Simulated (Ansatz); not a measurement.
W$_{3}$N$_{4}$ (space group Pm-3m)

```yaml
crystal:
  lattice:
    - [4.21545, 0.00000, 0.00000]
    - [0.00000, 4.21545, 0.00000]
    - [0.00000, 0.00000, 4.21545]
  atoms:
    - { symbol: N, position: [0.50000, 0.50000, 0.50000] }
    - { symbol: N, position: [0.50000, 0.00000, 0.00000] }
    - { symbol: N, position: [0.00000, 0.50000, 0.00000] }
    - { symbol: N, position: [0.00000, 0.00000, 0.50000] }
    - { symbol: W, position: [0.50000, 0.50000, 0.00000] }
    - { symbol: W, position: [0.00000, 0.50000, 0.50000] }
    - { symbol: W, position: [0.50000, 0.00000, 0.50000] }
```

Equation-of-state scan: isotropic scaling of the cell above, V₀ being its volume. Symmetry pins the atoms to their sites.

Calculation: PBE (plane waves to 420 eV, PAW, scalar-relativistic; Ansatz, an electronic-structure program). k mesh 11×11×11 (Γ-centred), Fermi-Dirac smearing 0.05 eV. The energy includes the smearing's −TS. Compression counts positive. Spin-orbit coupling is left out, though W is heavy. W3N4 is run without spin polarisation. W3N4 was relaxed with its symmetry unable to fall. The zero of ΔE is the relaxed starting cell. The last digit holds for this mesh only.

| V (Å³/atom) | ΔE (meV/atom) |
|---|---|
| 9.631 | 140.0 |
| 9.809 | 94.0 |
| 9.988 | 58.2 |
| 10.166 | 31.7 |
| 10.345 | 13.6 |
| 10.523 | 3.3 |
| 10.701 | 0.0 |
| 10.880 | 3.1 |
| 11.058 | 12.1 |
| 11.236 | 26.4 |
| 11.415 | 45.7 |
| 11.593 | 69.3 |
| 11.771 | withheld |

### Question
Fit a third-order Birch-Murnaghan form (E₀, V₀, B₀, B₀′ free) to the given rows and predict ΔE at V = 11.771.

### Answer
Least squares on the 12 given rows: ΔE = E₀ + (9V₀B₀/16)·y²·[2 + (B₀′ − 4)y], y = (V₀/V)^(2/3) − 1, with V₀ = 10.701 Å³/atom, B₀ = 345.8 GPa (160.2 GPa = 1 eV/Å³; the term in eV is multiplied by 1000), B₀′ = 4.48, E₀ = 0.00 meV/atom; root-mean-square residual 0.03 meV/atom. At 11.771 the fit gives 97.0 meV/atom; the calculation gives 97.0 meV/atom, the same to the digits shown. For the pressure the fit gives -26.6 GPa against the computed -26.6 GPa.

(A scan under strain: stresses follow from slopes of the energy per volume, elastic moduli from its curvatures.)
